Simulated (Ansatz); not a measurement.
The start is a relaxed Li cell displaced along its unstable phonon at q = (½, ½, 0) of its primitive reciprocal cell (226i cm⁻¹), largest move 0.15 Å. The cell and all atomic positions are relaxed at zero pressure with r2SCAN (plane waves to 500 eV, PAW, scalar-relativistic; Ansatz, a first-principles code). The first steps use a coarse 10×10×10 k-mesh.

Starting cell:
```yaml
crystal:
  lattice:
    - [0.00000, 5.92498, 5.92498]
    - [2.96249, 2.96249, 5.92498]
    - [2.96249, 2.96249, 0.00000]
  atoms:
    - { symbol: Li, position: [0.97468, 0.27532, 0.22468] }
    - { symbol: Li, position: [0.52532, 0.22468, 0.27532] }
    - { symbol: Li, position: [0.02532, 0.97468, 0.97468] }
    - { symbol: Li, position: [0.47468, 0.02532, 0.02532] }
```

**Question.** Which atoms feel the largest initial force, and how large is it?

**Answer.** 0.19 eV/Å, on Li1, Li2, Li3, Li4 (atoms numbered as listed).

**Question.** By how much does the energy per atom fall from start to end?

**Answer.** 0.51 eV/atom.

**Question.** How does the volume per atom move from start to end?

**Answer.** -19.2 %, from 26.00 to 21.00 Å³/atom.

**Question.** Does it find its way back to the structure it was made from?

**Answer.** It does not go back: it reaches Im-3m (No. 229), bcc (W type), 0.52 eV/atom below the parent.

**Question.** How do the shortest distances between atoms change?

**Answer.** The closest pairs of elements (up to four, under 3.6 Å), start → end: Li–Li 2.57 → 3.01 Å.

**Question.** What band gap does the relaxed structure have at this level?

**Answer.** No gap (metallic).

Final values are on a 19×19×19 k-mesh of the relaxed cell. No spin polarisation in the result.

The run could not lose the symmetry of its start.

Of the parent cell (Fd-3m (No. 227)): it is a generated cell of Li: the first start was made by placing the elements on the sites of a structure type, and the end was not matched to a known phase here, so it may be hypothetical. Known forms of Li include space group No. 229.
